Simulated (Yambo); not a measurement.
Yambo run on ScF₃ (space group R32, No. 155, within 0.06 Å of Pm-3m). The wavefunctions are PBEsol (Quantum ESPRESSO, PseudoDojo norm-conserving, 84 Ry, no spin-orbit coupling) ones on a 4×4×4 mesh (16 occupied bands); a = b = c = 4.0168 Å, α = β = γ = 90.02°.

Yambo input:

```
rim_cut
HF_and_locXC
RandQpts= 1000000
RandGvec= 1 Ry
EXXRLvcs= 84 Ry
VXCRLvcs= 336 Ry
% QPkrange
 1 | 1 | 16 | 17 |
 3 | 3 | 16 | 17 |
 7 | 7 | 16 | 17 |
 13 | 13 | 16 | 17 |
%
```

k points by index: 1 = Γ, 3 = L, 7 = F, 13 = Z.

Resulting energies as the program prints them:

```
#    K-point    Band    Eo [eV]    Ehf [eV]    Vxc [eV]    Vnlxc [eV]
#
    1    16    -0.540208    -8.264365    -22.51066    -30.23482
    1    17    6.297673    14.47350    -17.47713    -9.301307
    3    16    -0.544528    -8.375954    -22.32513    -30.15655
    3    17    6.336943    14.56334    -17.57879    -9.352401
    7    16    -0.004789    -7.914918    -22.76879    -30.67892
    7    17    7.221418    15.59502    -19.26692    -10.89332
    13    16    0.000000    -7.910150    -22.78197    -30.69212
    13    17    7.897960    16.61902    -20.25377    -11.53271
```
Exchange alone, without screening.

Geometry relaxed with PBEsol.
